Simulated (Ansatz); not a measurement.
Zn₃In₂O₆:
```
CELL_PARAMETERS angstrom
      5.84061     0.00000     0.00000
      0.00000     6.75295     0.00000
     -1.93741     0.00000    13.97763
ATOMIC_POSITIONS crystal
  Zn 0.86564 0.00085 0.59020
  Zn 0.13436 0.99915 0.40980
  Zn 0.13436 0.50085 0.40980
  Zn 0.86564 0.49915 0.59020
  Zn 0.74014 0.50348 0.21381
  Zn 0.25986 0.49652 0.78619
  Zn 0.25986 0.00348 0.78619
  Zn 0.74014 0.99652 0.21381
  Zn 0.76905 0.25000 0.78686
  Zn 0.23095 0.75000 0.21314
  Zn 0.35470 0.75000 0.59070
  Zn 0.64530 0.25000 0.40930
  In 0.00000 0.00000 0.00000
  In 0.00000 0.50000 0.00000
  In 0.36927 0.25000 0.59819
  In 0.63073 0.75000 0.40181
  In 0.24669 0.25000 0.23354
  In 0.75331 0.75000 0.76646
  In 0.50162 0.25000 0.00148
  In 0.49838 0.75000 0.99852
  O  0.42325 0.25000 0.75098
  O  0.57675 0.75000 0.24902
  O  0.30433 0.25000 0.40130
  O  0.69567 0.75000 0.59870
  O  0.19406 0.25000 0.07995
  O  0.80594 0.75000 0.92005
  O  0.30803 0.00313 0.92681
  O  0.69197 0.99687 0.07319
  O  0.69197 0.50313 0.07319
  O  0.30803 0.49687 0.92681
  O  0.92379 0.48611 0.74475
  O  0.07621 0.51389 0.25525
  O  0.07621 0.98611 0.25525
  O  0.92379 0.01389 0.74475
  O  0.18807 0.99691 0.57229
  O  0.81193 0.00309 0.42771
  O  0.81193 0.49691 0.42771
  O  0.18807 0.50309 0.57229
  O  0.81215 0.25000 0.92744
  O  0.18785 0.75000 0.07256
  O  0.39170 0.75000 0.74642
  O  0.60830 0.25000 0.25358
  O  0.69984 0.25000 0.57173
  O  0.30016 0.75000 0.42827
```

Relaxed with r²SCAN. Special points in fractions of this cell's reciprocal vectors: Γ (0.000, 0.000, 0.000); Z (0.000, 0.500, 0.000); D (0.000, 0.500, 0.500); B (0.000, 0.000, 0.500); A (-0.500, 0.000, 0.500); E (-0.500, 0.500, 0.500); C2 (-0.500, 0.500, 0.000); Y2 (-0.500, 0.000, 0.000).

**Question.** List the band energies nearest the valence-band maximum at these points for r²SCAN (plane waves, PAW; program Ansatz).

**Answer.** In eV from the valence-band maximum; about four levels below and three above (degenerate sets whole), none deeper than 8.9 eV; points with the same levels are listed once.

| k | below | above |
|---|---|---|
| Γ | -0.24 -0.23 -0.17 0.00 0.00 | 1.21 3.07 3.14 |
| Z | -0.22 -0.22 -0.19 -0.19 | 3.30 3.30 4.15 4.15 |
| D | -0.24 -0.24 -0.11 -0.11 | 3.47 3.47 3.64 3.64 |
| B | -0.19 -0.16 0.00 0.00 | 1.83 1.97 4.13 |
| A | -0.45 -0.26 -0.22 -0.15 | 3.70 3.81 4.05 |
| E | -0.31 -0.31 -0.17 -0.17 | 4.50 4.50 4.75 4.75 |
| C2 | -0.30 -0.30 -0.14 -0.14 | 4.50 4.50 4.76 4.76 |
| Y2 | -0.47 -0.31 -0.22 -0.21 | 3.58 3.78 4.23 |

Space group P2_1/m. The first step of the workflow began from a Materials Project structure, measured or hypothetical; the Crystallography Open Database copy checked does not list it. Its standing as an ambient phase is unchecked. The cell was relaxed with r²SCAN under the symmetry of its start; its stability against distortions is not shown here. Scalar-relativistic: spin–orbit coupling is off unless named, which matters more the heavier the elements.

Potentials: the earlier of the program's two PAW sets.
